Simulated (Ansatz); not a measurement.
NaCl:
```
CELL_PARAMETERS angstrom
      3.44695     0.00000     0.00000
      0.00000     3.44695     0.00000
      0.00000     0.00000     3.44695
ATOMIC_POSITIONS crystal
  Na 0.00000 0.00000 0.00000
  Cl 0.50000 0.50000 0.50000
```

This is the PBEsol-relaxed structure.

Problem. All from PBEsol in the plane-wave PAW code Ansatz, unless another level is named. Give the highest zone-centre frequency (without LO–TO term).

Solution. 98 cm⁻¹.

Problem. What about the bulk modulus (Birch–Murnaghan fit)?

Solution. 28.7 GPa.

Space group Pm-3m (CsCl type). This is a known high-pressure phase of the composition, computed here at zero pressure and temperature. Symmetry was held in the PBEsol relaxation. At this level the phase is dynamically unstable (imaginary phonons).

Potentials: the later of the program's two PAW sets.
